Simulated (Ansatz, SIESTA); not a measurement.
Given: the input of a run of Ansatz 0.2.0 on Ge3Pd. Atoms were shifted at random by some hundredths of an Å from the given cell, which wasn't relaxed again for these runs. The cell comes from a database or a generator and needn't be the stable form of this composition.

input.yaml

```yaml
crystal:
  lattice:
    - [4.142023, 0.0, 0.0]
    - [0.0, 4.142023, 0.0]
    - [0.0, 0.0, 4.142023]
  atoms:
    - { symbol: Pd, position: [0.00622, -0.004141, -0.016869] }
    - { symbol: Ge, position: [0.500399, 0.496279, 5.7e-05] }
    - { symbol: Ge, position: [0.499462, 0.005685, 0.499023] }
    - { symbol: Ge, position: [0.009616, 0.493489, 0.506108] }
hamiltonian:
  xc: pbe
  pseudopotentials: { kind: paw }
kpoints:
  mp_grid: { grid: [7, 7, 7] }
scf:
  occupations: { method: fermi_dirac, width: 0.05 }
output:
  forces: true
  stress: true
  eigenvalues: true
```

Potentials or basis: Ansatz PAW.

Command:

```console
$ ansatz run input.yaml --threads 2 --pin off --max-ram 5120MiB --backend cpu --events-out ev --progress --plain --runs-dir out
```

Set up the same calculation for SIESTA 5.4.2. Potentials or basis there: files PseudoDojo sr-pbe-0.4.1-standard, DZP (energy shift 0.003 Ry; two zetas on semicore shells).

As run (cutoffs and basis follow the program's own potentials, and thresholds, step limits or extra output files can differ):

Ge3Pd.fdf

```
SystemName                      Ge3Pd
SystemLabel                     Ge3Pd
NumberOfSpecies                 2
NumberOfAtoms                   4
%block ChemicalSpeciesLabel
  1  46 Pd
  2  32 Ge
%endblock ChemicalSpeciesLabel

LatticeConstant                 1.0 Ang
%block LatticeVectors
     4.1420230000     0.0000000000     0.0000000000
     0.0000000000     4.1420230000     0.0000000000
     0.0000000000     0.0000000000     4.1420230000
%endblock LatticeVectors
AtomicCoordinatesFormat         Fractional
%block AtomicCoordinatesAndAtomicSpecies
     0.0062200000    -0.0041410000    -0.0168690000  1  Pd
     0.5003990000     0.4962790000     0.0000570000  2  Ge
     0.4994620000     0.0056850000     0.4990230000  2  Ge
     0.0096160000     0.4934890000     0.5061080000  2  Ge
%endblock AtomicCoordinatesAndAtomicSpecies

%block kgrid.MonkhorstPack
    7   0   0  0.0
    0   7   0  0.0
    0   0   7  0.0
%endblock kgrid.MonkhorstPack
XC.Functional                   GGA
XC.Authors                      PBE
PAO.BasisSize                   DZP
PAO.EnergyShift                 0.003 Ry
Mesh.Cutoff                     800 Ry
OccupationFunction              FD
ElectronicTemperature           0.05 eV
MaxSCFIterations                120
SCF.MustConverge                false
SCF.Mixer.Method                Pulay
SCF.Mixer.Weight                0.25
SCF.Mixer.History               8
SCF.DM.Tolerance                5.0e-05
SCF.H.Tolerance                 1.0e-03 eV
WriteForces                     true
Charge.Mulliken                 end
%block PAO.Basis
  Pd 5
  n=4 0 2
    2.822 0.000
  n=5 0 2
    8.721 0.000
  n=4 1 2
    3.234 0.000
  n=5 1 1
    8.721
  n=4 2 2
    5.877 0.000
  Ge 4
  n=4 0 2
    5.972 0.000
  n=4 1 2
    8.196 0.000
  n=3 2 2
    3.189 0.000
  n=4 2 1
    8.196
%endblock PAO.Basis
```

Potentials or basis: PseudoDojo 0.4 standard (PBE files), converted to PSML, two zetas on semicore shells, DZP (energy shift 0.003 Ry; two zetas on semicore shells).

The run is started by

```bash
$ siesta Ge3Pd.fdf > Ge3Pd.out 2>&1
```

Both were run:

|  | Ansatz | SIESTA |
| --- | --- | --- |
| Pressure | 0.1 GPa | 1.4 GPa |
| Energy over the undisturbed cell | 1.2 meV/atom | 2.4 meV/atom |

Ansatz's pressure holds a Pulay term of +0.04 GPa for its cutoff of 420 eV, which the other run lacks.

Where Ansatz's input types no cutoff or centring, it takes its own default and a Γ-centred mesh.

Pressure is positive in compression.
